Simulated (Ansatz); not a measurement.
Theory: Ansatz 0.2.0, DFT PBE, scalar-relativistic, plane waves, PAW. Settings: cutoff 420 eV, Γ-centred meshes spaced at most about 0.3 Å⁻¹, and about 0.25 Å⁻¹ or finer for metals (2π included), Gaussian smearing. Collinear spin in cells that started with moments and kept them past the coarse steps, no spin elsewhere.

All energies are static (0 K, no zero-point motion).

Compare these two cells of InO5, each relaxed at this level.

A. (site moments O 1.0 (×3), 1.8 (×2) μB)

```
In O
1.0
     5.19963    0.00000    0.00000
    -2.59981    4.50301    0.00000
     0.00000    0.00000    3.17807
In O
1 5
Direct
  0.00000 0.00000 0.00000
  0.29213 0.00000 0.50000
  0.70787 0.70787 0.50000
  0.00000 0.29213 0.50000
  0.33333 0.66667 0.00000
  0.66667 0.33333 0.00000
```

B. (site moments O 0.3 (×3) μB)

```
In O
1.0
     3.78350    0.00000    0.00000
    -1.89175    3.27660    0.00000
     0.00000    0.00000    6.56669
In O
1 5
Direct
  0.00000 0.00000 0.00000
  0.50000 0.00000 0.50000
  0.50000 0.50000 0.50000
  0.00000 0.50000 0.50000
  0.33333 0.66667 0.00000
  0.66667 0.33333 0.00000
```

**Question.** Which would you expect to be lower, and how large is the difference?

**Answer.** B is lower, by 144 meV/atom. A has space group P-62m (No. 189), 12.4 Å³/atom and no gap on its mesh; B has space group P6/mmm (No. 191), 13.6 Å³/atom and no gap. Even the lower one lies +0.75 eV/atom against the reference forms of the elements (uncorrected), so neither is stable at this level. In A, In is surrounded by 6 O at 2.20 Å; O on a site of symmetry m2m has 2 In at 2.20 Å, 4 O at 2.44 Å and 2 O at 2.63 Å; O on a site of symmetry -6 has 6 O at 2.44 Å (long contacts). In B, In has 6 O at 2.18 Å; O on a site of symmetry mmm has 4 O at 1.89 Å (long contacts); O on a site of symmetry -6m2 is surrounded by 3 In at 2.18 Å and 3 O at 2.18 Å. Both come from invented guesses.

No dispersion correction is applied, so the spacing and binding between layers, chains or molecules are poorly described (P-62m, P6/mmm), and this can change margins and order among such cells. Another magnetic order may lie lower. Cells relaxed within their symmetry can be saddle points.
